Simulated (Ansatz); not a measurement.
Here is the system:

Cd15O16Sc:
```cif
data_Cd30O32Sc2
_chemical_formula_sum 'Cd30 O32 Sc2'
_space_group_name_H-M_alt 'Im-3m'
_space_group_IT_number 229
_space_group_name_Hall '-I 4 2 3'
_cell_length_a 9.41316
_cell_length_b 9.41316
_cell_length_c 9.41316
_cell_angle_alpha 90.000
_cell_angle_beta 90.000
_cell_angle_gamma 90.000
loop_
_atom_site_label
_atom_site_type_symbol
_atom_site_symmetry_multiplicity
_atom_site_Wyckoff_symbol
_atom_site_fract_x
_atom_site_fract_y
_atom_site_fract_z
_atom_site_occupancy
Cd1 Cd 6 b 0.00000 0.00000 0.50000 1
Cd2 Cd 24 h 0.00000 0.25011 0.25011 1
O1 O 12 e 0.00000 0.00000 0.23110 1
O2 O 12 d 0.00000 0.25000 0.50000 1
O3 O 8 c 0.25000 0.25000 0.25000 1
Sc1 Sc 2 a 0.00000 0.00000 0.00000 1
```
(The calculation used a cell of 32 atoms; values per cell refer to that cell.)

This is the r²SCAN-relaxed structure.

**Question.** All from r²SCAN (plane waves, PAW; program Ansatz), unless another level is named. Predict the electronic character.

**Answer.** metallic (no gap).

**Question.** What about the density of states at the Fermi level?

**Answer.** 0.04 states/eV per atom (mean over ±0.08 eV).

**Question.** And the formation energy from the elements (no fitted shifts)?

**Answer.** -1.41 eV/atom.

The start of the workflow was typed in or built on a structure type; neither database checked (COD, Materials Project) lists it. Its standing as an ambient phase is unchecked. Symmetry was held in the r²SCAN relaxation; whether a distortion lowers the energy is not shown. The run is not spin-polarised. With an odd number of electrons in the cell and no spin polarisation, the count alone makes it a metal. The references are the lowest solids computed at this level, not always the standard phases (solids in place of the gases). Scalar-relativistic: spin–orbit coupling is off unless named, which matters more the heavier the elements.

Potentials: the later of the program's two PAW sets.
